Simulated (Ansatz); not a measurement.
MoS₂:
```cif
data_Mo2S4
_chemical_formula_sum 'Mo2 S4'
_space_group_name_H-M_alt 'P63/mmc'
_space_group_IT_number 194
_space_group_name_Hall '-P 6c 2c'
_cell_length_a 3.12222
_cell_length_b 3.12222
_cell_length_c 12.07786
_cell_angle_alpha 90.000
_cell_angle_beta 90.000
_cell_angle_gamma 120.000
loop_
_atom_site_label
_atom_site_type_symbol
_atom_site_symmetry_multiplicity
_atom_site_Wyckoff_symbol
_atom_site_fract_x
_atom_site_fract_y
_atom_site_fract_z
_atom_site_occupancy
Mo1 Mo 2 c 0.33333 0.66667 0.25000 1
S1 S 4 f 0.66667 0.33333 0.12132 1
```

This is the LDA-relaxed structure.

Q: All from LDA (plane waves, PAW; program Ansatz), unless another level is named. Give the electron effective mass.

A: 0.49, 0.49, 0.68 mₑ (principal values).

Q: And the smallest direct gap on the standard path?

A: 1.76 eV.

Q: What about the weight of the conduction-edge state by species (Voronoi cells)?

A: Mo 52 %, S 48 %.

Q: Give the valence-band maximum.

A: at Γ.

Q: Give the weight of the valence-edge state by species (Voronoi cells).

A: Mo 56 %, S 44 %.

Space group P6_3/mmc. Symmetry was held in the LDA relaxation; phonons on a q-mesh show no instability. No spin polarisation was allowed. A crystal of weakly bound layers computed without a dispersion correction: the cell and the soft elastic constants depend strongly on that. Spin–orbit coupling is left out wherever it is not named.

Potentials: the later of the program's two PAW sets.
